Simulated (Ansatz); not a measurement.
The guess for Si3As2 was made by a generator: random cell by space group and Wyckoff sites (Pmmm, No. 47). Its size is a rough estimate.

```yaml
crystal:
  lattice:
    - [4.14391, 0.00000, 0.00000]
    - [0.00000, 4.40580, 0.00000]
    - [0.00000, 0.00000, 5.21910]
  atoms:
    - { symbol: Si, position: [0.00000, 0.29711, 0.50000] }
    - { symbol: Si, position: [0.00000, 0.70289, 0.50000] }
    - { symbol: Si, position: [0.50000, 0.50000, 0.50000] }
    - { symbol: As, position: [0.00000, 0.00000, 0.81714] }
    - { symbol: As, position: [0.00000, 0.00000, 0.18286] }
```

These are results of DFT PBE, scalar-relativistic, plane waves, PAW (Ansatz 0.2.0), not measurements. Cutoff 420 eV, Gaussian smearing, Γ-centred meshes. Cell and atoms relax first on a coarse mesh and then on a finer one. In between, the cell is made exact in the group found at 0.06 Å. In metals the finer mesh still leaves noise of several meV/atom or more. The steps can't lower the symmetry of their start. No spin polarisation.

A guess keeps its type if space group and coordination stay and the shape of the cell changes little (axis ratios within about 15 %, angles within 6°); the volume may change.

Question: Will the relaxed cell still be of the starting type?

Answer: It doesn't keep its type. The symmetry stays Pmmm (No. 47). The volume per atom grows by 70.7 %, from 19.1 to 32.5 Å³. The shortest distance goes from 1.79 Å (Si–Si) to 2.39 Å (Si–As). Counting neighbours within 15 % of an atom's shortest distance, the start has As 3, Si 1/4 and the end As 2, Si 4. In detail, at the end around Si on a site of symmetry m2m lie 2 As at 2.39 Å, 2 Si at 2.39 Å and 3 Si at 2.97–3.00 Å; Si on a site of symmetry mmm is surrounded by 4 Si at 2.39 Å and 2 Si at 3.00 Å; around As lie 2 Si at 2.39 Å.

```
CELL_PARAMETERS angstrom
2.99954 0.00000 0.00000
0.00000 6.69142 0.00000
0.00000 0.00000 8.10204
ATOMIC_POSITIONS crystal
Si 0.00000 0.22166 0.50000
Si 0.00000 0.77834 0.50000
Si 0.50000 0.50000 0.50000
As 0.00000 0.00000 0.73098
As 0.00000 0.00000 0.26902
```

The last run used a 12×6×6 mesh (in the run's order of axes) for its 5-atom cell and Gaussian smearing of 0.10 eV. No dispersion correction is applied, so the spacing and binding between layers, chains or molecules are poorly described. A structure relaxed within its symmetry needn't be a true minimum. Another cell of Si3As2 relaxed alike, in R-3m, lies 0.36 eV/atom lower, so this cell isn't the stable form at this level.

In counts of neighbours, a slash parts the counts of unlike sites.
